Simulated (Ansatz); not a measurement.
Al$_{2}$Cu (I4/mcm), relaxed with PBE (Ansatz, an electronic-structure program, plane waves, PAW): a = b = 6.051 Å, c = 4.887 Å, α = β = γ = 90.00°.

| Item | Value |
|---|---|
| ΔH_f (eV/atom) | -0.16 |
| B₀ by P(V) fit (GPa) | 99.4 |

The same phase is relaxed and computed with r²SCAN in the same code. What are the cell and these values now?

a = 5.997 Å, b = 5.997 Å, c = 4.805 Å, α = 90.00°, β = 90.00°, γ = 90.00°.

- ΔH_f (eV/atom): -0.16
- B₀ by P(V) fit (GPa): 114

All cells were relaxed under the symmetry of their starts (and spin orders); stability against distortions was not tested throughout. Rows with no word on spin ran without spin polarisation.

Potentials: the earlier of the program's two PAW sets.

Ansatz is a plane-wave DFT program.

Formation energies count from the lowest solids of the elements computed at the same level, not from gases.
